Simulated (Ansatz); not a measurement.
An ordered 8-atom cell of Y3AlN4 on the rocksalt lattice (I4/mmm), relaxed with r2SCAN in the PAW code Ansatz: it is tetragonal, I4/mmm (No. 139); a = 4.800 Å, c = 9.270 Å in the conventional setting, 13.35 Å³ an atom. Around Y lie 6 N at 2.32–2.41 Å; around N lie 4 Y at 2.32–2.40 Å and 2 Al at 2.40 Å; around Y lie 6 N at 2.40–2.53 Å; around N lie 1 Al at 2.11 Å and 5 Y at 2.41–2.53 Å; around Al lie 6 N at 2.11–2.40 Å. The primitive cell holds 8 atoms in 106.80 Å³. Values at 0 K without nuclear motion; spin polarisation is off, and the phase may be a hypothetical one.

Computed values: HSE06 (4×4×4) gives a least gap of 1.47 eV, direct. r2SCAN's ε∞ is 8.31.

**Question.** What is the density?

**Answer.** The cell holds 3 Y, 4 N, 1 Al: M = 3×88.906 + 4×14.007 + 1×26.982 = 349.73 u in V = 106.80 Å³. ρ = 1.66054 × M/V = 1.66054 × 349.73/106.80 = 5.438 g/cm³, for the static r2SCAN lattice.

**Question.** At what wavelength does absorption set in by HSE06, excitons left aside?

**Answer.** λ = 1239.84 eV nm/E: 843 nm for the least gap. That lies in the infrared.

**Question.** What refractive index and reflectivity at normal incidence follow, below the gap and above the phonons?

**Answer.** n = √8.31 = 2.883; R = ((n − 1)/(n + 1))² = (1.883/3.883)² = 23.5 % a face.

Spin-orbit coupling is left out.

The meshes of the hybrids are coarse, so their gaps aren't converged to the digits shown.

For a response run the program warns that the ground state's bands aren't all converged, so ε∞ carries an extra error.
